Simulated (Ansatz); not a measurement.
**Mg2Cd3S5 (Immm) at 2 levels of theory**

One geometry, relaxed with PBE; plane waves with PAW potentials in Ansatz, scalar-relativistic. No spin polarisation. Gaps are the least over mesh and band path; pressure is positive in compression.

```
CELL_PARAMETERS angstrom
-1.90806 2.70138 9.55502
1.90806 -2.70138 9.55502
1.90806 2.70138 -9.55502
ATOMIC_POSITIONS crystal
Mg 0.09776 0.09776 0.00000
Mg 0.90224 0.90224 0.00000
Cd 0.70160 0.70160 0.00000
Cd 0.50000 0.50000 0.00000
Cd 0.29840 0.29840 0.00000
S 0.19413 0.69413 0.50000
S 0.60059 0.10059 0.50000
S 0.00000 0.50000 0.50000
S 0.39941 0.89941 0.50000
S 0.80587 0.30587 0.50000
```

```csv
level,cutoff (eV),k mesh,gap (eV),pressure (GPa)
PBE,420,10×10×10,0.60,0.0
```

What comes out on the same cell with r2SCAN?

```json
{"level": "r2SCAN", "cutoff (eV)": "500", "k mesh": "10×10×10", "gap (eV)": "1.10", "pressure (GPa)": "-1.5"}
```

The cell was found from a structure generator's guess, not taken from experiment.
